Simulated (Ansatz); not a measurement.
Quadrupolar parameters in Ru under strain

The cell is a structure deposited in the COD, relaxed with PBE at fixed cell and then changed (z compressed by 2 %, ions relaxed).

```
Ru
1.0
     2.70580    0.00000    0.00000
    -1.35290    2.34329    0.00000
     0.00000    0.00000    4.19626
Ru
2
Direct
  0.33333 0.66667 0.25000
  0.66667 0.33333 0.75000
```

Atom numbers follow the list; atoms alike are taken as one site, whose name carries the number of the first.

The numbers come from a DFT calculation in Ansatz (PBE, plane waves and PAW, scalar-relativistic, 420 eV cutoff, Γ-centred 20×20×11 k-points, Fermi–Dirac smearing 0.05 eV).

C_Q = eQV_zz/h, which is 24.18 MHz for Q = 1 b and V_zz = 10²¹ V/m²; η = (V_xx − V_yy)/V_zz.

⁹⁹Ru: I = 5/2, Q = 79.00 mb. Quadrupole moments are those of Pyykkö's year-2017 table.

```tsv
site	atoms (order as listed)	first shell	V_zz (10²¹ V/m²)	η	C_Q (MHz)
Ru	1, 2	12 Ru at 2.62–2.71 Å	-1.83	0.00	-3.51
```

An axis of threefold or higher order runs through Ru, so V_zz lies along it and η is zero.

The run finds no gap above 0.1 eV (a metal, or nearly one), so the gradients can move by 10 % or more with the k-mesh. Without spin–orbit coupling (the program notes it for Ru) the gradients can shift somewhat, as the gap is small. With these PAW files V_zz is typically within 2 to 3 % of all-electron values, but misses above 10 % occur on Ru. At this changed cell the PBE pressure is 12 GPa.

The relaxation (1 step) took 4.7 s of wall time (4.7 s of CPU time) and 0.51 GiB at its peak, on 1 thread of Intel Xeon 6975P-C (Granite Rapids) (x86_64; 16 cores open to the job, memory cap 3.0 GiB, no GPU), a shared host with a load of 0.1 a core.
